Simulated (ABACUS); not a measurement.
# A series of runs on Ti (P6/mmm, 3 atoms in the cell; from Materials Project mp-72, lattice scaled a little)

```xyz
3
Lattice="4.6555 0.0000 0.0000 -2.3278 4.0318 0.0000 0.0000 0.0000 2.8808" Properties=species:S:1:pos:R:3 pbc="T T T"
Ti     0.0000     0.0000     0.0000
Ti     0.0000     2.6879     1.4404
Ti     2.3278     1.3439     1.4404
```

Base run A: PBEsol, PseudoDojo 0.4 standard norm-conserving PBEsol (tails mended) pseudopotentials (ABACUS), self-consistent single point.

Its settings: KPT = Gamma 8 8 11 0 0 0; basis_type = pw; dft_functional = PBESOL; ecutwfc = 84 Ry; smearing_method = fd; smearing_sigma = 0.00734986 Ry; potentials = PseudoDojo 0.4 standard norm-conserving PBEsol (tails mended); symmetry = 1; symmetry_prec = 1e-05; ks_solver = dav_subspace; scf_nmax = 100; scf_thr = 1.0e-09 Ry; mixing_type = broyden; mixing_beta = 0.7.

The structure comes from a collection of computed structures, made at another level of theory; the collection holds predicted forms beside known ones. Its lattice was then scaled.

ΔF is the free energy per atom less that of run A. 

A variant of run A gave: the free energy goes down by 9.1 meV/atom and the pressure goes from -9.04 to -8.14 GPa.

Task: Which change was made?
(A) lattice vector c scaled by 1.01
(B) lattice vector c scaled by 0.99
(C) lattice vector c scaled by 1.02
(D) lattice vector c scaled by 0.98

Result: B, lattice vector c scaled by 0.99. That run gave: ΔF (meV/atom) -9.1; pressure (GPa) -8.14.

The base and the other variants:

```
change                           ΔF (meV/atom)  pressure (GPa)
-------------------------------  -------------  --------------
base                                      0.00           -9.04
lattice vector c scaled by 0.98          -15.9           -7.17
lattice vector c scaled by 1.01           11.4           -9.89
lattice vector c scaled by 1.02           24.8          -10.68
```

“Tails mended”: in these copies of the files the far tail of each local potential was reset to the Coulomb form.
